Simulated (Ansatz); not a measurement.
# Relaxing a structure of Co

The start is a generated cell, Co placed in the diamond structure type. The cell and all atomic positions are relaxed at zero pressure with r2SCAN (plane waves to 500 eV, PAW, scalar-relativistic; Ansatz, a first-principles code). The first steps use a coarse 12×12×12 k-mesh.

The start:
```
CELL_PARAMETERS angstrom
      0.00000     2.39023     2.39023
      2.39023     0.00000     2.39023
      2.39023     2.39023     0.00000
ATOMIC_POSITIONS crystal
  Co 0.25000 0.25000 0.25000
  Co 0.00000 0.00000 0.00000
```
Spin-polarised start, with parallel moments on Co.

### Question
How large is the pressure on the unrelaxed cell, and of which sign?

### Answer
+24.4 GPa (positive: the cell is compressed).

### Question
By how much does the energy per atom fall from start to end?

### Answer
0.15 eV/atom.

### Question
How does the volume change?

### Answer
+16.8 %, from 13.66 to 15.95 Å³/atom.

### Question
What band gap does the relaxed structure have at this level?

### Answer
Zero (metallic).

### Question
What magnetic moments remain?

### Answer
Net 1.83 μB/atom, ferromagnetic.

### Question
Give the final cell and atomic positions.

### Answer

Space group Fd-3m, origin choice 1 (No. 227); a = b = c = 5.0344 Å, α = β = γ = 90.00°

```json
[
 {"atom": "Co", "site": "8a", "symmetry": "-43m", "x": "0.0000", "y": "0.0000", "z": "0.0000"}
]
```
(The calculation used a cell of 2 atoms; values per cell refer to that cell.)

The space group stays Fd-3m (No. 227) (the run could not lower it); the end is diamond type, with 2 atoms in the primitive magnetic cell. Final values are on a 16×16×16 k-mesh of the relaxed cell. Spin state reached: ferromagnetic (net 1.83 μB/atom), from parallel starting moments; other spin orders were not run from this start. r2SCAN tends to overstate moments in metals.

The run could not lose the symmetry of its start: the end is stationary, and may be a saddle point rather than a minimum.

All atoms sit on sites fixed by symmetry, so only the cell could relax.

The relaxed structure here is a generated cell of Co: the first start was made by placing the elements on the sites of a structure type, and the end was not matched to a known phase here, so it may be hypothetical. Known forms of Co include space group No. 194.
